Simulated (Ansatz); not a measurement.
## TiPd: stiffness from a series of strains

```yaml
crystal:
  lattice:
    - [3.18000, 0.00000, 0.00000]
    - [0.00000, 3.18000, 0.00000]
    - [0.00000, 0.00000, 3.18000]
  atoms:
    - { symbol: Ti, position: [0.50000, 0.50000, 0.50000] }
    - { symbol: Pd, position: [0.00000, 0.00000, 0.00000] }
```

Atoms are numbered in the order listed.

The geometry is COD entry 1523469, unchecked; take it as a test cell.

Spin polarisation is left out, and whether a magnetic state lies lower isn't shown here.

The calculation used DFT, PBEsol, all-electron LAPW, scalar-relativistic in Ansatz 0.2.0.

Sampling and basis: a Γ-centred 13×13×13 k mesh, Fermi–Dirac smearing of 0.08 eV, basis error target 0.5 meV/atom, no spin polarisation.

The strain is applied along the Cartesian axes of the cell as listed (the other components stay zero). Fractional coordinates are held (clamped ions).

σ is the change of stress from the unstrained cell, which is at -6.85 GPa; tension is positive, so slopes are stress–strain coefficients at that pressure. In a metal the k mesh adds noise.

Only quantities that a quadratic follows smoothly over the whole series are listed; rougher ones are left out.

```csv
εzz,σzz (GPa),σxx (GPa)
-0.0200,-2.30,-3.19
-0.0100,-1.16,-1.54
0.0000,0.00,0.00
0.0200,2.37,2.77
```

(1) Fit the series and read off the stiffness at zero strain.

(2) One run, at εzz = 0.0100, is withheld. Predict its row.

Results:

(1) Least-squares fits y = p0 + p1 x + p2 x² to the rows give σzz (GPa): p1 = 117, p2 = 89; σxx (GPa): p1 = 149, p2 = -530. So C11 = 117 GPa and C12 = 149 GPa, which gives B = (C11 + 2 C12)/3 = 138 GPa.

(2) The fits give 1.18, 1.44; the run gave 1.19, 1.43.
